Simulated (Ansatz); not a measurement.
# Cl: quadrupole couplings from first principles

```yaml
crystal:
  lattice:
    - [3.12000, -2.24000, 0.00000]
    - [3.12000, 2.24000, 0.00000]
    - [0.00000, 0.00000, 8.26000]
  atoms:
    - { symbol: Cl, position: [0.13000, 0.87000, 0.10000] }
    - { symbol: Cl, position: [0.63000, 0.37000, 0.40000] }
    - { symbol: Cl, position: [0.87000, 0.13000, 0.90000] }
    - { symbol: Cl, position: [0.37000, 0.63000, 0.60000] }
```

Atoms are numbered in the order listed.

Conventional cell: a = 6.240 Å, b = 4.480 Å, c = 8.260 Å, α = 90.00°, β = 90.00°, γ = 90.00°. Cl (atom 1) is surrounded by 1 Cl at 2.02 Å.

The structure is an experimental refinement, used without relaxation.

Levels of theory: DFT, PBE, all-electron PAW with datasets made for the crystal, scalar-relativistic (Ansatz 0.2.0); DFT, PBE, PAW with Ansatz's default frozen-core files, scalar-relativistic (Ansatz 0.2.0).

For the crystal-made all-electron datasets (AE datasets): a Γ-centred 8×8×4 k mesh, Fermi–Dirac smearing of 0.02 eV, cutoff 340 eV (chosen by the program for this cell), no spin polarisation. PAW takes a cutoff of 420 eV at this cell. The Ansatz runs share mesh, smearing and spin set-up.

Vzz is the principal value of largest size of the traceless field-gradient tensor, in 10²¹ V/m², and η = (Vxx − Vyy)/Vzz with |Vzz| ≥ |Vyy| ≥ |Vxx|.

```json
{"site": "Cl1", "site symmetry": "m..", "Vzz (η), AE datasets": "54.7 (η = 0.06)", "Vzz (η), PAW": "55.0 (η = 0.06)"}
```

The Cartesian tensor at Cl1 from AE datasets, in 10²¹ V/m²:

```
-28.90   0.00   0.00
  0.00   0.60 -37.78
  0.00 -37.78  28.30
```

Problem. Along which direction does its largest principal axis point?

Solution. (0.00, -0.57, 0.82) in the Cartesian frame of the cell.

Problem. Taking Q(Cl-35) = -0.0817 b, what quadrupole coupling constant follows at Cl1 from AE datasets?

Solution. Cq = eQVzz/h = 24.180 MHz × -0.0817 × (54.69) = -108 MHz.
